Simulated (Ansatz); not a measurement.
Space group C2 (No. 5). a = 7.613 Å, b = 4.288 Å, c = 10.049 Å, α = 90.00°, β = 95.76°, γ = 90.00°
```csv
atom,site,symmetry,x,y,z
Cd,4c,1,0.7060,0.2971,0.3359
Hg,2a,2,0.0000,0.3136,0.0000
Se,4c,1,0.7430,0.2889,0.8213
Se,2b,2,0.0000,0.5144,0.5000
```

Equation of state of this Cd₂HgSe₃ structure (not necessarily the ground state), with shape and atoms relaxed at each volume where symmetry leaves them free. The calculation used DFT PBE, scalar-relativistic, plane waves, PAW (Ansatz 0.2.0).

Plane waves to 420 eV, a k mesh through Γ of 8×8×4 on the computed 6-atom cell and Gaussian smearing (0.02 eV); no spin polarisation.

```json
{"V (Å³/atom)": "23.936", "E − E(largest V) (meV/atom)": "22.67", "P (GPa)": "4.34", "gap on mesh (eV)": "0.63"}
{"V (Å³/atom)": "24.752", "E − E(largest V) (meV/atom)": "3.64", "P (GPa)": "3.16", "gap on mesh (eV)": "0.65"}
{"V (Å³/atom)": "25.568", "E − E(largest V) (meV/atom)": "-9.45", "P (GPa)": "2.00", "gap on mesh (eV)": "0.65"}
{"V (Å³/atom)": "26.384", "E − E(largest V) (meV/atom)": "-16.83", "P (GPa)": "0.95", "gap on mesh (eV)": "0.66"}
{"V (Å³/atom)": "27.200", "E − E(largest V) (meV/atom)": "-19.13", "P (GPa)": "-0.01", "gap on mesh (eV)": "0.66"}
{"V (Å³/atom)": "28.016", "E − E(largest V) (meV/atom)": "-17.09", "P (GPa)": "-0.79", "gap on mesh (eV)": "0.67"}
{"V (Å³/atom)": "28.832", "E − E(largest V) (meV/atom)": "-11.51", "P (GPa)": "-1.40", "gap on mesh (eV)": "0.67"}
{"V (Å³/atom)": "29.920", "E − E(largest V) (meV/atom)": "0.00", "P (GPa)": "-1.99", "gap on mesh (eV)": "0.69"}
```

Q: Fit a third-order Birch–Murnaghan equation, E = E0 + (9V0B0/16)·[(x − 1)³B0' + (x − 1)²(6 − 4x)] with x = (V0/V)^(2/3), to E(V).

A: V0 = 27.23 Å³/atom, B0 = 27 GPa, B0' = 4.1.

Spin-orbit coupling is left out, which matters for the bands of heavy elements.

The slope of the tabulated pressures gives B = 29 GPa at V0, so the fit is only rough here.

The cell was found from a structure generator's guess, not taken from experiment.
